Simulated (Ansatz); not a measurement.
Cold compression of InSb (zincblende type)

```yaml
crystal:
  lattice:
    - [0.00000, 3.22494, 3.22494]
    - [3.22494, 0.00000, 3.22494]
    - [3.22494, 3.22494, 0.00000]
  atoms:
    - { symbol: In, position: [0.00000, 0.00000, 0.00000] }
    - { symbol: Sb, position: [0.25000, 0.25000, 0.25000] }
```

The cell comes from a relaxation on PAW files under the same functional, begun from a prototype that needn't be the stable phase.

Its volume is scaled at fixed shape and fractional positions.

Level of theory: DFT with LDA, scalar-relativistic, in Ansatz 0.2.0; a Γ-centred 11×11×11 k mesh, Fermi–Dirac smearing of 0.1 eV, no spin polarisation. LAPW: all electrons, basis error target 1 meV/atom; PAW: frozen-core files, cutoff 420 eV; crystal datasets: all electrons, by PAW datasets that the program makes for each cell; norm-conserving: pseudopotentials, cutoff 1143 eV; PAW (cutoff 800 eV): frozen-core files, cutoff 800 eV.

Energies are extrapolated to zero smearing and count from the unscaled cell; pressure is positive in compression; gaps take the mesh and a band path. No temperature or zero-point motion is included.

Spin–orbit coupling is left out, which matters for the heavy atoms. The PAW files were made under PBE. The structure type is held throughout; the real material can change phase at far lower pressure.

```
V/V0  V (Å³/atom)  P LAPW (GPa)  ΔE LAPW (eV/atom)  P PAW − LAPW (GPa)  ΔE PAW − LAPW (meV/atom)
1.00        33.54          0.02              0.000               -0.02                       0.0
0.94        31.53          3.36              0.020               -0.02                      -0.2
0.88        29.52             ?                  ?                   ?                         ?
0.80        26.83         17.74              0.300               -0.03                      -0.8
0.72        24.15          33.5              0.718               -0.04                      -1.3
0.64        21.47          59.8              1.480               -0.05                      -2.0
0.55        18.45         113.4              3.058               -0.13                      -3.5
```

Question: Fit the Vinet equation to the LAPW pressures shown (residuals weighted by 1/(|P| + 0.03·Pmax)), and predict the pressure of the withheld row.

Answer: The fit gives V0 = 33.56 Å³/atom, B0 = 45.4 GPa and B0′ = 5.15. At 29.52 Å³/atom, x = (V/V0)^(1/3) = 0.9581, and P = 3·B0·(1 − x)/x²·exp[1.5·(B0′ − 1)·(1 − x)] = 8.06 GPa. The run itself gave 8.10 GPa (-0.5 % off) and ΔE = 0.090 eV/atom.

Question: From the table, what is the rise of the enthalpy H = E + pV up to the last row, and how stiff is the crystal between the last two rows?

Answer: ΔH = 3.058 eV + (113.4 GPa × 18.45 Å³ − 0.02 GPa × 33.54 Å³) × 0.006242 eV/(GPa·Å³) = 16.11 eV/atom, of which pV makes 81 %. The mean bulk modulus there is −ΔP/Δln V = 354 GPa.

Question: At the smallest volume, how far do crystal datasets and norm-conserving and PAW (cutoff 800 eV) lie from LAPW in pressure?

Answer: crystal datasets: 0.00 GPa; norm-conserving: -0.75 GPa; PAW (cutoff 800 eV): -0.19 GPa, on a LAPW pressure of 113.4 GPa.

Question: How do the Löwdin populations by LAPW change from the unscaled cell to the last row?

Answer: In 4s 1.99 → 1.96, In 5s 1.18 → 0.92, In 5p 1.92 → 2.36, In 4d 9.98 → 9.94, Sb 4s 1.98 → 1.95, Sb 5s 1.49 → 1.20, Sb 5p 3.44 → 3.69 electrons an atom. These are projections on the shells that the free atoms fill; 0.04 e a cell lies outside them at the start and 0.06 e at the end.
